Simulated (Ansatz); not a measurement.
Moment against volume in GdCd2 (P6/mmm)

```
CELL_PARAMETERS angstrom
4.96464 0.00000 0.00000
-2.48232 4.29950 0.00000
0.00000 0.00000 3.48080
ATOMIC_POSITIONS crystal
Gd 0.00000 0.00000 0.00000
Cd 0.66667 0.33333 0.50000
Cd 0.33333 0.66667 0.50000
```

The reference geometry is a structure from the Materials Project; nothing is relaxed.

The runs share PBEsol, 8×8×10 k mesh, Fermi–Dirac smearing of 0.03 eV. PAW means Ansatz 0.2.0 on its default frozen-core files; LAPW is all-electron LAPW in Ansatz 0.2.0. Site moments are integrated in spheres about the atoms, whose radii differ between the methods. Start moments of the first PAW run (μB): Gd1 7.

The cell shown is scaled evenly to other volumes, and every spin-polarised run starts from the same moments.

The search for lower states is left at its default.

```csv
V/V₀,Å³/atom,M PAW (μB/cell),M LAPW (μB/cell),"largest site moment, PAW (μB)",P PAW (GPa),P LAPW (GPa),"F − F(unpolarised), PAW (meV/atom)"
0.72,17.83,7.29,–,7.06,34.8,–,-2379
0.8,19.81,7.36,7.35,7.10,17.2,17.2,-2430
0.85,21.05,7.40,7.40,7.12,9.9,9.9,?
0.9,22.29,7.43,–,7.13,4.5,–,?
0.95,23.53,7.42,–,7.13,0.5,–,-2469
1,24.77,7.40,7.40,7.13,-2.5,-2.5,-2471
1.05,26.00,7.38,–,7.12,-4.7,–,-2470
1.1,27.24,7.36,–,7.11,-6.3,–,?
1.18,29.22,7.31,7.31,7.09,-7.9,-7.9,-2457
```

**Question.** Give the missing entry: row "0.85", column "F − F(unpolarised), PAW (meV/atom)".

**Answer.** -2449.

**Question.** Give the missing entry: row "0.9", column "F − F(unpolarised), PAW (meV/atom)".

**Answer.** -2462.

**Question.** Fill in "F − F(unpolarised), PAW (meV/atom)" for the row "1.1".

**Answer.** -2467.

The moments survive down to the smallest volume, V/V₀ = 0.72 at 35 GPa, where the largest is 7.06 μB.

**Question.** How fast does the largest site moment change with volume about V₀?

**Answer.** d ln m/d ln V ≈ ln(7.120/7.134)/ln(1.05/0.95) = -0.02. A value this small marks a localised or saturated moment.

**Question.** Fit a third-order Birch–Murnaghan equation to the PAW pressures of the magnetic runs between 0.85 and 1.11 V₀. What are the zero-pressure volume and bulk modulus?

**Answer.** V = 23.71 Å³/atom (0.957 V₀), B = 63 GPa, B′ = 4.8, with a worst miss of 0.02 GPa. Cell shape and inner coordinates are held, so these aren't the relaxed crystal's values unless symmetry fixes them.

The PAW files were made with PBE; the program remakes their cores once for the run's functional and then keeps them frozen. Without U a semilocal functional puts the f levels too near the Fermi level, which can change moments and the order of magnetic states; site and cell moments are spin moments. Under strong compression frozen cores are worth checking against an all-electron run. Spin–orbit coupling is left out although heavy atoms are present. With open f shells a run can end in a state that isn't the lowest. The magnetic state is the one that this cell and start allow. It needn't be the compound's measured order, which may need a larger cell or be absent.
